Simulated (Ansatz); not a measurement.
# Relaxation path: bcc W (100), 6 layers

DFT, PBE, PAW with Ansatz's default frozen-core files, scalar-relativistic (Ansatz 0.2.0); a Γ-centred 11×11×1 k mesh, Fermi–Dirac smearing of 0.08 eV, no spin polarisation. The run relaxes the atoms in the fixed cell.

Command: `ansatz run input.yaml --threads 2 --pin off --max-ram 5120MiB --backend cpu --events-out ev --progress --plain --runs-dir out` It took 83 s on 2 threads of Arm Neoverse V2, on a shared host, peak memory 0.56 GiB.

```yaml
crystal:
  lattice:
    - [3.1834185694, 0.0, 0.0]
    - [0.0, 3.1834185694, 0.0]
    - [0.0, 0.0, 23.9585]
  atoms:
    - { symbol: W, position: [0.25, 0.25, 0.3339097518] }
    - { symbol: W, position: [0.75, 0.75, 0.4003458511] }
    - { symbol: W, position: [0.25, 0.25, 0.4667819504] }
    - { symbol: W, position: [0.75, 0.75, 0.5332180496] }
    - { symbol: W, position: [0.25, 0.25, 0.5996541489] }
    - { symbol: W, position: [0.75, 0.75, 0.6660902482] }
kpoints:
  mp_grid: { grid: [11, 11, 1] }
scf:
  occupations: { method: fermi_dirac, width: 0.08 }
hamiltonian:
  xc: pbe
  pseudopotentials: { kind: paw }
output:
  forces: true
  stress: true
  eigenvalues: true
  write_density: true
  write_potential: true
  elf: true
  volumetric_format: npy
relax:
  f_tol: 0.01
  max_steps: 40
efield:
  axis: 3
  amplitude: 0
  dipole_correction: true
```

Each step lists its free energy a cell above the last geometry, and Cartesian positions (Å) with forces (eV/Å).

The first step:

```
step 1  dF = 362.89 meV
  W 0.7959 0.7959 8.0000   0.0000 0.0000 1.7952
  W 2.3876 2.3876 9.5917   0.0000 0.0000 -1.6702
  W 0.7959 0.7959 11.1834   0.0000 0.0000 0.0016
  W 2.3876 2.3876 12.7751   0.0000 0.0000 -0.0016
  W 0.7959 0.7959 14.3668   0.0000 0.0000 1.6702
  W 2.3876 2.3876 15.9585   0.0000 0.0000 -1.7952
```

Spin–orbit coupling is left out, which matters for the heavy atoms.

**Question.** Where does the relaxation end, and by which steps?

**Answer.** After 6 geometries, with a shortest distance of 2.653 Å. The further steps:
```
step 2  dF = 273.49 meV
  W 0.7959 0.7959 8.1948   0.0000 0.0000 -1.5312
  W 2.3876 2.3876 9.4728   0.0000 0.0000 1.8858
  W 0.7959 0.7959 11.1626   0.0000 0.0000 0.9956
  W 2.3876 2.3876 12.7959   0.0000 0.0000 -0.9956
  W 0.7959 0.7959 14.4857   0.0000 0.0000 -1.8858
  W 2.3876 2.3876 15.7637   0.0000 0.0000 1.5312
step 3  dF = 56.76 meV
  W 0.7959 0.7959 8.2356   0.0000 0.0000 -0.3437
  W 2.3876 2.3876 9.6209   0.0000 0.0000 -0.4002
  W 0.7959 0.7959 11.2336   0.0000 0.0000 -0.2895
  W 2.3876 2.3876 12.7249   0.0000 0.0000 0.2895
  W 0.7959 0.7959 14.3376   0.0000 0.0000 0.4002
  W 2.3876 2.3876 15.7229   0.0000 0.0000 0.3437
step 4  dF = 2.23 meV
  W 0.7959 0.7959 8.1395   0.0000 0.0000 0.1369
  W 2.3876 2.3876 9.5530   0.0000 0.0000 -0.0234
  W 0.7959 0.7959 11.2061   0.0000 0.0000 -0.0073
  W 2.3876 2.3876 12.7524   0.0000 0.0000 0.0073
  W 0.7959 0.7959 14.4055   0.0000 0.0000 0.0234
  W 2.3876 2.3876 15.8190   0.0000 0.0000 -0.1369
step 5  dF = 0.03 meV
  W 0.7959 0.7959 8.1579   0.0000 0.0000 -0.0174
  W 2.3876 2.3876 9.5602   0.0000 0.0000 0.0194
  W 0.7959 0.7959 11.2085   0.0000 0.0000 0.0099
  W 2.3876 2.3876 12.7500   0.0000 0.0000 -0.0099
  W 0.7959 0.7959 14.3983   0.0000 0.0000 -0.0194
  W 2.3876 2.3876 15.8006   0.0000 0.0000 0.0174
step 6  dF = 0.00 meV
  W 0.7959 0.7959 8.1571   0.0000 0.0000 0.0032
  W 2.3876 2.3876 9.5612   0.0000 0.0000 -0.0053
  W 0.7959 0.7959 11.2090   0.0000 0.0000 -0.0049
  W 2.3876 2.3876 12.7495   0.0000 0.0000 0.0049
  W 0.7959 0.7959 14.3973   0.0000 0.0000 0.0053
  W 2.3876 2.3876 15.8014   0.0000 0.0000 -0.0032
```
